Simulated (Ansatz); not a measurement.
BeS:
```xyz
2
Lattice="0.0000 2.2949 2.2949 2.2949 0.0000 2.2949 2.2949 2.2949 0.0000" Properties=species:S:1:pos:R:3 pbc="T T T"
S      0.0000     0.0000     0.0000
Be     2.2949     2.2949     2.2949
```

This is the PBEsol-relaxed structure.

Task: All from PBEsol in the plane-wave PAW code Ansatz, unless another level is named. Give the formation energy from the elements (no fitted shifts).

Result: -0.61 eV/atom.

Task: Give the hole effective mass.

Result: 0.19, 0.90, 1.1 mₑ (principal values).

Task: Next, the HSE06 gap on the PBEsol cell?

Result: 1.75 eV.

Task: Predict the band gap.

Result: 0.94 eV (indirect).

Task: And the weight of the conduction-edge state by species (Voronoi cells)?

Result: Be 70 %, S 30 %.

Space group Fm-3m (rock salt). The start of the workflow was typed in or built on a structure type; neither database checked (COD, Materials Project) lists it. COD files the formula under space group No. 216, so this cell is another polymorph or a model. Whether it is the stable phase at ambient conditions was not checked. The PBEsol relaxation kept the symmetry of its start. At this level the phase is dynamically unstable (imaginary phonons). The references are the lowest solids computed at this level, not always the standard phases.

Potentials: the later of the program's two PAW sets.
